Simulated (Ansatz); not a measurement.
# Vibrational response of Sr3Cl4

These are results of DFT PBE, scalar-relativistic, plane waves, PAW in Ansatz 0.2.0, not measurements. Cutoff 420 eV, 6×6×6 k-points (Γ-centred), Fermi-Dirac smearing of 0.15 eV. No spin polarisation. Phonons by linear response, acoustic sum rule imposed.

Relaxed structure:
```yaml
crystal:
  lattice:
    - [5.97642, 0.00000, 0.00000]
    - [0.00000, 5.97642, 0.00000]
    - [0.00000, 0.00000, 5.97642]
  atoms:
    - { symbol: Sr, position: [0.50000, 0.00000, 0.00000] }
    - { symbol: Sr, position: [0.00000, 0.50000, 0.00000] }
    - { symbol: Sr, position: [0.00000, 0.00000, 0.50000] }
    - { symbol: Cl, position: [0.00000, 0.50000, 0.50000] }
    - { symbol: Cl, position: [0.50000, 0.00000, 0.50000] }
    - { symbol: Cl, position: [0.50000, 0.50000, 0.00000] }
    - { symbol: Cl, position: [0.00000, 0.00000, 0.00000] }
```

The structure comes from a generated guess, relaxed at this level; another structure or a mixture of phases may lie lower. In a metal, frequencies depend on the k mesh and the smearing, soft modes most.

Optical modes at Γ:
```
frequency (cm⁻¹)  degeneracy
              62           3
              67           3
              86           3
             170           3
             175           3
             192           3
```

All 18 optical modes at Γ are real: no displacement of atoms at fixed cell lowers the energy to second order. Strains and modes at other wave vectors aren't tested by this run.
